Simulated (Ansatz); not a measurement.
**Be₂ZnGe: relaxation (Ansatz)**

Run with:

```bash
ansatz run input.yaml --threads 2 --pin off --max-ram 3584MiB --backend cpu --events-out ev --progress --plain --runs-dir out
```

Input:

```yaml
crystal:
  lattice:
    - [3.9661, 3.201374, 0.0]
    - [3.9661, -3.201374, 0.0]
    - [0.0, 0.0, -4.746272]
  atoms:
    - { symbol: Ge, position: [0.76858, 0.23142, 0.75] }
    - { symbol: Ge, position: [0.23142, 0.76858, 0.25] }
    - { symbol: Zn, position: [0.5, 0.5, 0.0] }
    - { symbol: Zn, position: [0.5, 0.5, 0.5] }
    - { symbol: Be, position: [0.31534, 0.03424, 0.75] }
    - { symbol: Be, position: [0.68466, 0.96576, 0.25] }
    - { symbol: Be, position: [0.03424, 0.31534, 0.25] }
    - { symbol: Be, position: [0.96576, 0.68466, 0.75] }
  symmetry: { tolerance: 0.0003 }
kpoints:
  mp_grid: { grid: [5, 5, 5], shift: [0, 0, 0] }
magnetization:
  spin_polarized: false
scf:
  occupations: { method: fermi_dirac, width: 0.0563 }
  lower_state_search: "off"
hamiltonian:
  pseudopotentials: { kind: paw }
  xc: pbe
basis:
  ecutwfc: 420
  fft_grid_basis: typed
relax:
  max_steps: 40
  f_tol: 0.03
output:
  forces: true
  stress: true
  eigenvalues: true
  bader: true
  populations: true
  elf: true
  write_potential: true
  volumetric_format: npy
  dos:
    e_range: [-12, 8]
    de: 0.05
    projected: { site_lists: { Be: [Be], Ge: [Ge], Zn: [Zn] } }
  write_density: true
checkpoint:
  read: saved_state
```

Origin of the cell: a known structure type with other elements, at an estimated volume, so it need not be a known compound.

The saved state is a converged single point of the same cell.

Steps:

| step | ΔF (meV/atom) | max force component (eV/Å) | SCF iterations | step was |
| --- | --- | --- | --- | --- |
| 1 | 0.0 | 8.518 | 7 | accepted |
| 2 | -298.3 | 4.029 | 6 | accepted |
| 3 | -425.5 | 1.401 | 6 | accepted |
| 4 | -492.0 | 0.388 | 6 | accepted |
| 5 | -527.1 | 0.190 | 6 | accepted |
| 6 | -536.0 | 0.154 | 7 | accepted |
| 7 | -552.0 | 0.223 | 7 | accepted |
| 8 | -562.9 | 0.099 | 6 | accepted |
| 9 | -564.9 | 0.077 | 6 | accepted |
| 10 | -565.6 | 0.018 | 5 | accepted |
| 11 | -565.6 | 0.018 | 3 | accepted |

The starting structure.

Space group Cmcm (No. 63); the run's cell has a = 5.097 Å, b = 5.097 Å, c = 4.746 Å, α = 90.00°, β = 90.00°, γ = 77.82°. Shortest distances: Ge–Zn 2.09 Å, Zn–Zn 2.37 Å, Be–Ge 2.71 Å, Be–Be 2.77 Å, Be–Zn 2.94 Å.

After:

Space group Cmcm (No. 63); the run's cell has a = 5.097 Å, b = 5.097 Å, c = 4.746 Å, α = 90.00°, β = 90.00°, γ = 77.82°. Shortest distances: Zn–Zn 2.37 Å, Be–Be 2.43 Å, Be–Ge 2.46 Å, Be–Zn 2.66 Å, Ge–Ge 2.68 Å, Ge–Zn 2.83 Å.

```xyz
8
Lattice="3.9661 3.2014 0.0000 3.9661 -3.2014 0.0000 0.0000 0.0000 -4.7463" Properties=species:S:1:pos:R:3 pbc="T T T"
Ge    3.9661    2.5737   -3.5597
Ge    3.9661   -2.5737   -1.1866
Zn    3.9661    0.0000    0.0000
Zn    3.9661    0.0000   -2.3731
Be    1.7217    1.5599   -3.5597
Be    6.2105   -1.5599   -1.1866
Be    1.7217   -1.5599   -1.1866
Be    6.2105    1.5599   -3.5597
```

- Free energy lowered by: 565.6 meV/atom
- Final pressure: -6.75 GPa
- Relaxation steps listed: 11
- Gap on the mesh: none (metal)

Caveats: the SCF threshold is looser than advised for a stress; the given cell is far from equilibrium, with atoms too close or a volume far off; the relaxation held the start's symmetry, so the end may be a saddle point.

Time: 93 s on 2 threads of Arm Neoverse V2, with other jobs on the host, peak memory 0.47 GiB, from a saved density.
